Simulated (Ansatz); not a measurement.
Relaxed Gd (hcp, Mg type):

```xyz
2
Lattice="3.6392 0.0000 0.0000 -1.8196 3.1517 0.0000 0.0000 0.0000 5.9092" Properties=species:S:1:pos:R:3 pbc="T T T"
Gd     0.0000     2.1011     4.4319
Gd     1.8196     1.0506     1.4773
```

In this cell atom 2 (Gd, nearest neighbour Gd at 3.626 Å; its periodic images, 3.6 Å or more away, move with it) is moved by s along Cartesian [110], unit vector (0.707, 0.707, 0.000); all other atoms and the cell stay fixed.

The numbers are results of r2SCAN (plane waves to 500 eV, PAW, scalar-relativistic; Ansatz, an electronic-structure program), not measurements. k mesh 12×12×7 (Γ-centred), Fermi-Dirac smearing 0.05 eV. Energies are smeared free energies. With partly filled bands, energies and forces of such displacements shift with the k mesh and the smearing. Gd was relaxed with its symmetry unable to fall. Relaxed Gd ends ferromagnetic. Other magnetic orders were not checked, so this need not be the ground state. The f-shell state is unchecked: a lower one may exist. The zero of ΔE is the undisplaced structure.

The scan covers s from -0.730 to 0.730 Å in 11 points.

Q: Is the energy the same for displacements of ±0.730 Å, and if not, which side lies higher?

A: Not even: the positive side lies higher at ±0.730 Å. With its periodic images moving along, the atom's site symmetry in this cell is -6m2.

Q: What force acts on the atom along the line at s = -0.730 Å?

A: 0.421 eV/Å.

Q: What is the force constant k = d²E/ds² of this move at s = 0?

A: 1.16 eV/Å².

(A displaced cell: forces are minus the slopes of the energy, force constants its curvatures, and phonons follow from these.)
